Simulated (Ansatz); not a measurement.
Input:

Cr₃GeN:
```xyz
5
Lattice="3.8552 0.0000 0.0000 0.0000 3.8552 0.0000 0.0000 0.0000 3.8552" Properties=species:S:1:pos:R:3 pbc="T T T"
Ge     0.0000     0.0000     0.0000
N      1.9276     1.9276     1.9276
Cr     0.0000     1.9276     1.9276
Cr     1.9276     1.9276     0.0000
Cr     1.9276     0.0000     1.9276
```
The run is spin-polarised; directions of the spins, atom by atom: ↓ 0 ↑ ↑ ↑.

This is the r²SCAN-relaxed structure.

**Question.** All from the program Ansatz at the r²SCAN level (PAW), unless another level is named. Give the electronic character.

**Answer.** metallic (no gap).

**Question.** What about the formation energy from the elements (no fitted shifts)?

**Answer.** -0.093 eV/atom.

**Question.** And the density of states at the Fermi level?

**Answer.** 0.71 states/eV per atom (mean over ±0.08 eV).

Space group Pm-3m (anti-perovskite). The cell is a constructed one: a structure type filled with these elements; neither database checked (COD, Materials Project) lists it. COD files the formula under space group No. 113. Its standing as an ambient phase is unchecked. The r²SCAN relaxation kept the symmetry of its start; whether a distortion lowers the energy is not shown. Magnetic state: ferromagnetic, the only order run, not a proven ground state. The program gave a warning on the electronic state, which may not be the lowest. No Hubbard U is applied. The references are the lowest solids computed at this level, not always the standard phases (solids in place of the gases). Spin–orbit coupling is left out wherever it is not named.

Potentials: the earlier of the program's two PAW sets. The files were generated under PBE; for other functionals the program regenerates the frozen cores, and for LDA and PBEsol the local potential too.
